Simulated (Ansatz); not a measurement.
Input file for Ansatz (a first-principles code):

Ansatz 0.2 input:
```yaml
crystal:
  lattice:
    - [-2.6730071823, 2.6730071823, 2.6730071823]
    - [2.6730071823, -2.6730071823, 2.6730071823]
    - [2.6730071823, 2.6730071823, -2.6730071823]
  atoms:
    - { symbol: K, position: [0.0, 0.0, 0.0] }
kpoints:
  mp_grid: { grid: [12, 12, 12] }
hamiltonian:
  xc: r2scan
  pseudopotentials: { kind: paw }
scf:
  occupations: { method: fermi_dirac, width: 0.1 }
phonons:
  method: dfpt
  response_accuracy: low
  qmesh: [4, 4, 4]
  interpolated_qmesh: [14, 14, 14]
  dielectric: false
  rigid_motions: translations
  temperatures: { t_max: 1000, t_step: 50 }
  qpath:
    path:
      - [[0.0, 0.0, 0.0], [0.5, -0.5, 0.5], [0.0, 0.0, 0.5], [0.0, 0.0, 0.0], [0.25, 0.25, 0.25], [0.5, -0.5, 0.5]]  # Γ-H-N-Γ-P-H
      - [[0.25, 0.25, 0.25], [0.0, 0.0, 0.5]]  # P-N
    npoints: 13
```

Output (shortened):

```
Pseudopotential: K, paw, valence charge 9
Functional definition: r2SCAN
Crystal: 1 atoms, lattice volume = 76.394 Å³
Basis set: ecut = 500 eV, 1961 PW (Γ), exchange–correlation on 180×180×180 points (125 copies of the dense FFT grid, shifted against one another)
Bands: 9, of which v1, the nominal top of the filled ones, is band 5 counted from 1 (4 counted from 0)
Symmetry: 48 space group operations
k-points: 163 of 1728 (irreducible under 8 space group operations, time reversal used)
SCF iter   1: F=—  HF=-1542.490314 eV  |F-HF|=—  |Δ(HF+E_count)|=         —  Δρ=2.20e-3  dr2=1.45e-3  dr2_τ=1.33e-4  ethr=1.77e-3  ⟨swp⟩=5.2  Hψ=11044  notcnv=0
preconditioner: auto → Kerker (q_TF=auto, 1.910 Å⁻¹)
SCF iter   2: F=—  HF=-1542.490166 eV  |F-HF|=—  |Δ(HF+E_count)|=   1.48e-4  Δρ=1.12e-3  dr2=4.00e-4  dr2_τ=1.88e-5  ethr=1.61e-5  ⟨swp⟩=2.4  Hψ=4049  notcnv=0
SCF iter   3: F=—  HF=-1542.490796 eV  |F-HF|=—  |Δ(HF+E_count)|=   6.30e-4  Δρ=1.93e-4  dr2=5.00e-5  dr2_τ=4.10e-6  ethr=4.44e-6  ⟨swp⟩=2.4  Hψ=2198  notcnv=0
SCF iter   4: F=—  HF=-1542.490838 eV  |F-HF|=—  |Δ(HF+E_count)|=   4.19e-5  Δρ=6.85e-5  dr2=6.69e-6  dr2_τ=1.88e-7  ethr=5.55e-7  ⟨swp⟩=2.7  Hψ=2110  notcnv=0
SCF iter   5: F=—  HF=-1542.490840 eV  |F-HF|=—  |Δ(HF+E_count)|=   2.67e-6  Δρ=1.30e-5  dr2=1.18e-7  dr2_τ=1.27e-8  ethr=7.43e-8  ⟨swp⟩=2.5  Hψ=2220  notcnv=0
SCF iter   6: F=—  HF=-1542.490840 eV  |F-HF|=—  |Δ(HF+E_count)|=   7.26e-7  Δρ=1.39e-6  dr2=1.41e-9  dr2_τ=9.13e-11  ethr=1.31e-9  ⟨swp⟩=2.0  Hψ=2104  notcnv=0
SCF iter   7: F=—  HF=-1542.490840 eV  |F-HF|=—  |Δ(HF+E_count)|=   3.05e-9  Δρ=3.05e-7  dr2=1.05e-10  dr2_τ=2.12e-12  ethr=1.57e-11  ⟨swp⟩=2.0  Hψ=2129  notcnv=0
SCF iter   8: F=-1542.490840 eV  HF=-1542.490840 eV  |F-HF|=2.27e-12  |Δ(HF+E_count)|=  3.18e-10  Δρ=5.19e-8  dr2=3.14e-12  dr2_τ=5.02e-14  ethr=1.00e-12  ⟨swp⟩=5.5  Hψ=5295  notcnv=0
SCF 1 converged in 8 iterations: F = -1542.490840 eV  dr2 = 3.14e-12
DFPT response loops at Γ: preconditioner auto → Kerker (q_TF=auto, 1.910 Å⁻¹) (partly filled bands, converged f_vac=0.000) …
NSCF: frozen V_eff on 72 k-points
NSCF: frozen V_eff on 1872 k-points
DFPT response loops at q = (0, 0, 0.25) (fractional): mixed as the last ones told, above
NSCF: frozen V_eff on 952 k-points
DFPT response loops at q = (0, 0, -0.5) (fractional): mixed as the last ones told, above
NSCF: frozen V_eff on 3456 k-points
DFPT response loops at q = (0, 0.25, 0.25) (fractional): mixed as the last ones told, above
NSCF: frozen V_eff on 524 k-points
DFPT response loops at q = (0.25, 0.25, 0.25) (fractional): mixed as the last ones told, above
NSCF: frozen V_eff on 1020 k-points
DFPT response loops at q = (0.25, 0.25, -0.25) (fractional): mixed as the last ones told, above
NSCF: frozen V_eff on 1872 k-points
DFPT response loops at q = (0.25, -0.5, -0.5) (fractional): mixed as the last ones told, above
NSCF: frozen V_eff on 326 k-points
DFPT response loops at q = (-0.5, -0.5, -0.5) (fractional): mixed as the last ones told, above
SCF converged after 8 iterations
Free energy (F): -1542.490840 eV
Harris-Foulkes:  -1542.490840 eV  (|F-HF|=2.27e-12)
Internal energy: -1542.465951 eV  (E = F + TS)
E sigma→0 (E₀):  -1542.478395 eV
Entropy (-TS):   -0.024888 eV (-24.888 meV/atom)
Fermi energy:    1.655440 eV
--- Per-component energies (eV) ---
  E_band       = -150.937679
  E_kinetic    = 252.172614
  E_local      = -762.314970  (includes V_loc(G=0)·N_el)
  E_nonlocal   = 12.757636
  E_hartree    = 272.216422
  E_xc         = -132.212661
  E_vxc        = -184.003353  (∫ρ·V_xc dr)
  E_paw        = -787.892360  (= ΣΔE_a)
  E_vpaw       = -25.165836  (= ΣTr[D̂ρ^β])
  E_aug_tail   = -0.000002  (compensation charges beyond the density's cutoff)
  E_vtau       = 11.183422  (kinetic-family band-sum trace: ∫τ·v_τ [+ j·A + Jᵃ·Aᵃ] dr)
  E_ewald      = -396.996445
  E_core_change = -0.196185  (= ΣΔE_core)
  E_smearing   = -0.024888  (= −TS)
  E_closure    = 0.000000  (closes the sum)
  Σ components = -1542.490840   (vs F -1542.490840, Δ=0.00e0)
  [band-id]    e_kinetic+e_local+e_nonlocal+2·e_hartree+e_vxc+e_vpaw+e_augmentation_tail+e_vtau = -150.937646   (vs E_band -150.937679, Δ=3.37e-5)
--- Band table (eV; the first three rows and the last of 163) ---
  k-point 0: bands = ["-31.9451", "-14.6193", "-14.6193", "-14.6193", "-0.5898", "6.3765", "6.3765", "6.3765", "7.3049"]
  k-point 1: bands = ["-31.9448", "-14.6235", "-14.6206", "-14.6192", "-0.5003", "6.2251", "6.2498", "6.4449", "7.1322"]
  k-point 2: bands = ["-31.9441", "-14.6349", "-14.6244", "-14.6192", "-0.2355", "5.6495", "5.9570", "6.6483", "7.0476"]
  k-point 162: bands = ["-31.9386", "-14.6635", "-14.6635", "-14.6635", "3.4657", "3.4657", "5.3262", "5.3262", "5.3262"]
--- Phonons (Γ-DFPT): 1 representative perturbation + reference, on 163 of 1728 k-points (Σ response iterations 7) ---
  ASR residual: 4.233e-5 → 0.000e0 eV/Å²; symmetrization residual: 0.0 eV/Å²
  ASR residual per site (eV/Å²): 4.23e-5
  Γ frequencies (cm⁻¹): 0.00 0.00 0.00
  non-analytic LO–TO correction: not included (Born effective charges unavailable; polar crystals …
--- Phonons (arbitrary-q DFPT): 8 irreducible q on the 4×4×4 mesh ---
  q = [0.0000, 0.0000, 0.0000] (star 1, of the zone-centre solve; hermiticity 1.38e-15, symmetrization 1.55e-15):  0.00  0.00 0.00
  q = [0.0000, 0.0000, 0.2500] (star 12, 2 solved perturbations in 1446 linear systems a pass and spin channel, the states on 936 of 1728 k-point pairs; hermiticity 2.54e-11, symmetrization 8.26e-12): 13.21 34.73 55.17
  q = [0.0000, 0.0000, -0.5000] (star 6, 2 solved perturbations in 756 linear systems a pass and spin channel, the states on 476 of 1728 k-point pairs; hermiticity 7.84e-13, symmetrization 1.07e-12): 18.78 49.16 78.67
  q = [0.0000, 0.2500, 0.2500] (star 24, 2 solved perturbations in 2664 linear systems a pass and spin channel, the states on 1728 of 1728 k-point pairs; hermiticity 9.54e-5, symmetrization 6.66e-13): 31.21 56.41 72.36
  q = [0.2500, 0.2500, 0.2500] (star 2, 1 solved perturbation on 262 of 1728 k-point pairs; hermiticity 5.98e-13, symmetrization 2.35e-12): 60.62 60.62 60.62
  q = [0.2500, 0.2500, -0.2500] (star 6, 2 solved perturbations in 804 linear systems a pass and spin channel, the states on 510 of 1728 k-point pairs; hermiticity 2.00e-11, symmetrization 8.65e-12): 51.35 51.35 54.88
  q = [0.2500, -0.5000, -0.5000] (star 12, 2 solved perturbations in 1446 linear systems a pass and spin channel, the states on 936 of 1728 k-point pairs; hermiticity 2.90e-12, symmetrization 1.56e-12): 51.21 63.53 76.20
  q = [-0.5000, -0.5000, -0.5000] (star 1, 1 solved perturbation on 163 of 1728 k-point pairs; hermiticity 1.32e-12, symmetrization 1.98e-12): 74.66 74.66 74.66
  sum rule: each row above includes the acoustic sum rule's correction from the zone centre's row sums; it moved no ω² by more than (0.54 cm⁻¹)²
  mesh force constants: q→R imaginary residual 0.00e0; ASR residual 4.233e-5 → 0.000e0 eV/Å²; symmetrization residual 1.110e-16 eV/Å²
  interpolated dispersion: 80 rows × 3 modes
  density of states and harmonic sums: on the 14×14×14 q-mesh, interpolated from the force constants of a 4×4×4 supercell (no non-analytic term)
  largest difference from the sums on the solved wave vectors: F 1.02e-2 eV, S 1.41e-5 and C_V 3.95e-6 eV/K
  zero-point energy: 0.009552 eV/cell   skipped modes (ω ≤ 0): 3   left out of the sums: 3.64e-4 of the cell's modes …
```

Cost: very roughly 30 core-minutes on shared cores.

Space group Im-3m (bcc (W type)). The cell was relaxed with r²SCAN under the symmetry of its start. As this level gives no gap, phonon frequencies hold no LO–TO term and depend on the k-mesh and smearing (Fermi–Dirac, 0.1 eV here).

Potentials: the later of the program's two PAW sets.

Ansatz is a plane-wave DFT program.
